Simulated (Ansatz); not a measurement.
Scan of one atom of the cell for AlNi (CsCl type)

AlNi (CsCl type)

```xyz
2
Lattice="2.8927 0.0000 0.0000 0.0000 2.8927 0.0000 0.0000 0.0000 2.8927" Properties=species:S:1:pos:R:3 pbc="T T T"
Al     0.0000     0.0000     0.0000
Ni     1.4463     1.4463     1.4463
```

In each cell atom 2 (Ni, nearest neighbour Al at 2.505 Å; its periodic images, 2.9 Å or more away, move with it) moves by s·(1.000, 0.000, 0.000) (along Cartesian x), the rest being held.

Level of theory: PBE (plane waves to 420 eV, PAW, scalar-relativistic; Ansatz, a program for electronic structure). k mesh 13×13×13 (Γ-centred), Fermi-Dirac smearing 0.05 eV. E stands for the smeared free energy. Compression counts positive. With partly filled bands, energies and forces of such displacements shift with the k mesh and the smearing. F∥ is the force on the atom along that direction. AlNi is run without spin polarisation. AlNi was relaxed with its symmetry unable to fall. The PAW data are Ansatz's earlier set. The zero of ΔE is the undisplaced structure.

| s (Å) | ΔE (eV/cell) | P (GPa) | F∥ (eV/Å) |
|---|---|---|---|
| -0.500 | 0.705 | 14.8 | 2.778 |
| -0.400 | 0.453 | 9.7 | 2.254 |
| -0.300 | 0.255 | 5.5 | 1.699 |
| -0.200 | 0.113 | 2.4 | 1.133 |
| -0.100 | 0.028 | 0.6 | 0.566 |
| 0.000 | 0.000 | -0.1 | 0.000 |
| 0.100 | 0.028 | 0.6 | -0.566 |
| 0.200 | 0.113 | 2.4 | -1.133 |
| 0.300 | 0.255 | 5.5 | -1.699 |
| 0.400 | 0.453 | 9.7 | -2.254 |
| 0.500 | 0.705 | 14.8 | -2.778 |

Read from the data:

The energy at s = 0.500 Å is 705 meV/cell and the force along the line at s = -0.500 Å is 2.78 eV/Å. The force constant k = d²E/ds² at s = 0 (finite differences) is 5.65 eV/Å² and the zone-centre optical wavenumber from k is 288 cm⁻¹. Symmetry of the curve: even: the same for both signs. Shape of the curve: a single well with its minimum at or next to zero displacement. Harmonic estimate at the end of the scan: ½ks² = 707 meV/cell against the computed 705 meV/cell, so the well is close to harmonic there.

The 11 points together took roughly 80 core-seconds.

(A displaced cell: forces are minus the slopes of the energy, force constants its curvatures, and phonons follow from these.)
